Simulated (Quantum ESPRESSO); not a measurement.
## Si5Ge2Ga (input and log of a self-consistent run)

Computed values, not a measurement. The program is pw.x of Quantum ESPRESSO 7.5 (plane-wave density functional theory). The cell is made up: 8 atoms on a zincblende/diamond lattice, with randomly drawn elements, strain and displacements, not relaxed. PseudoDojo standard norm-conserving files (v0.5 for PBE, v0.4.1 for LDA and PBEsol) set the functional; there is no spin polarisation, spin-orbit coupling or dispersion term, and the masses in the input are unused placeholders. A spin-polarised start on this cell or one of its family kept no moment.

Input:

```
&control calculation='scf', pseudo_dir='./dojo.nc.sr.pbe.v0_5.standard.upf', outdir='./o', disk_io='medium', tprnfor=.true., tstress=.true. /
&system ibrav=0, nat=8, ntyp=3, nbnd=41, ecutwfc=79.96652505, nosym=.true., tot_charge=0,
 occupations='smearing', smearing='fd', degauss=0.0073498644
/
&electrons conv_thr=7.350e-09, electron_maxstep=60, /
ATOMIC_SPECIES
Ga 1.0 Ga.upf
Ge 1.0 Ge.upf
Si 1.0 Si.upf
CELL_PARAMETERS angstrom
5.4121 0.0296 0.0217
0.0296 5.5457 -0.0263
0.0217 -0.0263 5.4215
ATOMIC_POSITIONS angstrom
Si 0.0961 0.1627 0.1294
Si 0.0513 2.8546 2.7043
Ge 2.5608 0.0048 2.7853
Ga 2.7026 2.7609 -0.0819
Si 1.4783 1.438 1.3789
Si 1.5169 4.1009 4.0238
Ge 4.1256 1.3532 3.9968
Si 4.1427 4.3068 1.3946
K_POINTS automatic
6 6 6 1 1 1
```

The log is shortened where brackets say so; the opening notice, blank lines, dates and the lines on written files are dropped, and the path of the files is cut. It prints rydbergs, bohrs and kilobars, and counts compression as positive stress.

```
     Program PWSCF v.7.5
     Parallel version (MPI & OpenMP), running on       1 processor cores
     Number of MPI processes:                 1
     Threads/MPI process:                     1
     [start-up lines left out]
     bravais-lattice index     =            0
     lattice parameter (alat)  =      10.2276  a.u.
     unit-cell volume          =    1098.0156 (a.u.)^3
     number of atoms/cell      =            8
     number of atomic types    =            3
     number of electrons       =        61.00
     number of Kohn-Sham states=           41
     kinetic-energy cutoff     =      79.9665  Ry
     charge density cutoff     =     319.8661  Ry
     scf convergence threshold =      7.3E-09
     mixing beta               =       0.7000
     number of iterations used =            8  plain     mixing
     Exchange-correlation= PBE
                           (   1   4   3   4   0   0   0)
     [axes and pseudopotential details left out]
   Cartesian axes
     site n.     atom                  positions (alat units)
         1        Si     tau(   1) = (   0.0177561   0.0300616   0.0239088  )
         2        Si     tau(   2) = (   0.0094785   0.5274356   0.4996652  )
         3        Ge     tau(   3) = (   0.4731511   0.0008869   0.5146313  )
         4        Ga     tau(   4) = (   0.4993511   0.5101230  -0.0151324  )
         5        Si     tau(   5) = (   0.2731409   0.2656948   0.2547751  )
         6        Si     tau(   6) = (   0.2802729   0.7577106   0.7434651  )
         7        Ge     tau(   7) = (   0.7622744   0.2500266   0.7384764  )
         8        Si     tau(   8) = (   0.7654339   0.7957541   0.2576759  )
     number of k points=   108  Fermi-Dirac smearing, width (Ry)=  0.0073
     Number of k-points >= 100: set verbosity='high' to print them.
     Dense  grid:   106015 G-vectors     FFT dimensions: (  60,  60,  60)
     Estimated max dynamical RAM per process >     140.70 MB
     Initial potential from superposition of free atoms
     starting charge      60.9926, renormalised to      61.0000
     Starting wfcs are   47 randomized atomic wfcs
     total cpu time spent up to now is       28.1 secs
     per-process dynamical memory:    85.8 Mb
     Self-consistent Calculation
     iteration #  1     ecut=    79.97 Ry     beta= 0.70
     Davidson diagonalization with overlap
     ethr =  1.00E-02,  avg # of iterations =  4.5
     Threshold (ethr) on eigenvalues was too large:
     Diagonalizing with lowered threshold
     Davidson diagonalization with overlap
     ethr =  2.73E-04,  avg # of iterations =  6.4
     total cpu time spent up to now is      216.9 secs
     total energy              =    -552.40865127 Ry
     estimated scf accuracy    <       0.18358118 Ry
     iteration #  2     ecut=    79.97 Ry     beta= 0.70
     Davidson diagonalization with overlap
     ethr =  3.01E-04,  avg # of iterations =  2.0
     total cpu time spent up to now is      275.8 secs
     total energy              =    -552.41557237 Ry
     estimated scf accuracy    <       0.02718784 Ry
     iteration #  3     ecut=    79.97 Ry     beta= 0.70
     Davidson diagonalization with overlap
     ethr =  4.46E-05,  avg # of iterations =  4.8
     total cpu time spent up to now is      360.0 secs
     total energy              =    -552.42091043 Ry
     estimated scf accuracy    <       0.02160414 Ry
     iteration #  4     ecut=    79.97 Ry     beta= 0.70
     Davidson diagonalization with overlap
     ethr =  3.54E-05,  avg # of iterations =  2.0
     total cpu time spent up to now is      422.2 secs
     total energy              =    -552.42539217 Ry
     estimated scf accuracy    <       0.00042469 Ry
     iteration #  5     ecut=    79.97 Ry     beta= 0.70
     Davidson diagonalization with overlap
     c_bands:  1 eigenvalues not converged
     c_bands:  1 eigenvalues not converged
     c_bands:  1 eigenvalues not converged
     c_bands:  1 eigenvalues not converged
     c_bands:  1 eigenvalues not converged
     ethr =  6.96E-07,  avg # of iterations =  9.5
     total cpu time spent up to now is      507.9 secs
     total energy              =    -552.42551992 Ry
     estimated scf accuracy    <       0.00005406 Ry
     iteration #  6     ecut=    79.97 Ry     beta= 0.70
     Davidson diagonalization with overlap
     ethr =  8.86E-08,  avg # of iterations =  2.2
     total cpu time spent up to now is      572.1 secs
     total energy              =    -552.42553053 Ry
     estimated scf accuracy    <       0.00001888 Ry
     iteration #  7     ecut=    79.97 Ry     beta= 0.70
     Davidson diagonalization with overlap
     ethr =  3.09E-08,  avg # of iterations =  2.0
     total cpu time spent up to now is      646.6 secs
     total energy              =    -552.42553488 Ry
     estimated scf accuracy    <       0.00000100 Ry
     iteration #  8     ecut=    79.97 Ry     beta= 0.70
     Davidson diagonalization with overlap
     ethr =  1.63E-09,  avg # of iterations =  2.3
     total cpu time spent up to now is      717.6 secs
     total energy              =    -552.42553516 Ry
     estimated scf accuracy    <       0.00000009 Ry
     iteration #  9     ecut=    79.97 Ry     beta= 0.70
     Davidson diagonalization with overlap
     ethr =  1.53E-10,  avg # of iterations =  2.7
     total cpu time spent up to now is      793.0 secs
     total energy              =    -552.42553519 Ry
     estimated scf accuracy    <       0.00000001 Ry
     iteration # 10     ecut=    79.97 Ry     beta= 0.70
     Davidson diagonalization with overlap
     ethr =  2.27E-11,  avg # of iterations =  2.4
     total cpu time spent up to now is      875.3 secs
     End of self-consistent calculation
     Number of k-points >= 100: set verbosity='high' to print the bands.
     the Fermi energy is     7.3906 ev
!    total energy              =    -552.42553520 Ry
     estimated scf accuracy    <          1.6E-09 Ry
     smearing contrib. (-TS)   =      -0.00588288 Ry
     internal energy E=F+TS    =    -552.41965231 Ry
     The total energy is F=E-TS. E is the sum of the following terms:
     one-electron contribution =    -326.93366658 Ry
     hartree contribution      =     202.15493646 Ry
     xc contribution           =    -144.69999432 Ry
     ewald contribution        =    -282.94092787 Ry
     convergence has been achieved in  10 iterations
     Forces acting on atoms (cartesian axes, Ry/au):
     atom    1 type  3   force =    -0.01835209   -0.05682093   -0.04395580
     atom    2 type  3   force =    -0.00238035   -0.00698661   -0.01729750
     atom    3 type  2   force =     0.06146083    0.01223581   -0.03847097
     atom    4 type  1   force =     0.04541621    0.01800424    0.04987848
     atom    5 type  3   force =    -0.02989196    0.04195755    0.00681283
     atom    6 type  3   force =    -0.09376802    0.00788157    0.05245124
     atom    7 type  2   force =     0.03885392    0.00438181    0.01678776
     atom    8 type  3   force =    -0.00133854   -0.02065345   -0.02620604
     Total force =     0.182661     Total SCF correction =     0.000201
     Computing stress (Cartesian axis) and pressure
          total   stress  (Ry/bohr**3)                   (kbar)     P=       64.17
   0.00044451   0.00006512   0.00003737           65.39        9.58        5.50
   0.00006512   0.00039667  -0.00024744            9.58       58.35      -36.40
   0.00003737  -0.00024744   0.00046740            5.50      -36.40       68.76
     init_run     :     26.19s CPU     27.99s WALL (       1 calls)
     electrons    :    834.63s CPU    847.26s WALL (       1 calls)
     forces       :     16.17s CPU     16.30s WALL (       1 calls)
     stress       :     58.28s CPU     58.46s WALL (       1 calls)
     [timing details left out]
     PWSCF        :  15m35.69s CPU  15m50.91s WALL
     JOB DONE.
```

In other units: free energy -7516.132 eV for the cell, pressure 6.42 GPa, largest force component 2.411 eV/Å. A rerun of a related cell, with the same atoms placed differently, at 1377 eV and a 8 x 8 x 8 mesh moved values by no more than 0.002 eV in energy, 0.06 GPa in stress and 0.009 eV/Å in force.